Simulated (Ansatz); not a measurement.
K$_{2}$MoCl$_{6}$:
```
CELL_PARAMETERS angstrom
      0.00000     4.89289     4.89289
      4.89289     0.00000     4.89289
      4.89289     4.89289     0.00000
ATOMIC_POSITIONS crystal
  Mo 0.00000 0.00000 0.00000
  Cl 0.75765 0.24235 0.24235
  Cl 0.24235 0.75765 0.24235
  Cl 0.24235 0.75765 0.75765
  Cl 0.75765 0.24235 0.75765
  Cl 0.24235 0.24235 0.75765
  Cl 0.75765 0.75765 0.24235
  K  0.25000 0.25000 0.25000
  K  0.75000 0.75000 0.75000
```

This is the r²SCAN-relaxed structure.

Q: All from r²SCAN (plane waves, PAW; program Ansatz), unless another level is named. Give the electronic character.

A: metallic (no gap).

Q: Next, the density of states at the Fermi level?

A: 1.6 states/eV per atom (mean over ±0.08 eV).

Q: And the formation energy from the elements (no fitted shifts)?

A: -1519 meV/atom.

Space group Fm-3m. The workflow started from an entry of the Crystallography Open Database (COD). Whether it is the stable phase at ambient conditions was not checked. The r²SCAN relaxation kept the symmetry of its start; its stability against distortions is not shown here. No spin polarisation was allowed. The references are the lowest solids computed at this level, not always the standard phases (solids in place of the gases). Scalar-relativistic: spin–orbit coupling is off unless named, which matters more the heavier the elements.

Potentials: the later of the program's two PAW sets.
